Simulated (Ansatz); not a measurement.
RbLuO2:
```yaml
crystal:
  lattice:
    - [1.70004, 0.98152, 6.48764]
    - [-1.70004, 0.98152, 6.48764]
    - [0.00000, -1.96304, 6.48764]
  atoms:
    - { symbol: Rb, position: [0.00000, 0.00000, 0.00000] }
    - { symbol: Lu, position: [0.50000, 0.50000, 0.50000] }
    - { symbol: O, position: [0.22461, 0.22461, 0.22461] }
    - { symbol: O, position: [0.77539, 0.77539, 0.77539] }
```

Relaxed with r²SCAN.

**Question.** Give the Bader charges and basin volumes of the independent atoms, DFT-r²SCAN in the program Ansatz with PAW potentials.

**Answer.** 

```csv
atom,Bader charge (e),Bader volume (Å³)
Rb1,+0.81,22.0
Lu2,+2.14,12.2
O3,-1.48,15.3
```

Space group R-3m. The workflow started from an entry of the Crystallography Open Database (COD). Its standing as an ambient phase is unchecked. The cell was relaxed with r²SCAN under the symmetry of its start; its stability against distortions is not shown here. Spin–orbit coupling is left out wherever it is not named.

Potentials: the later of the program's two PAW sets.
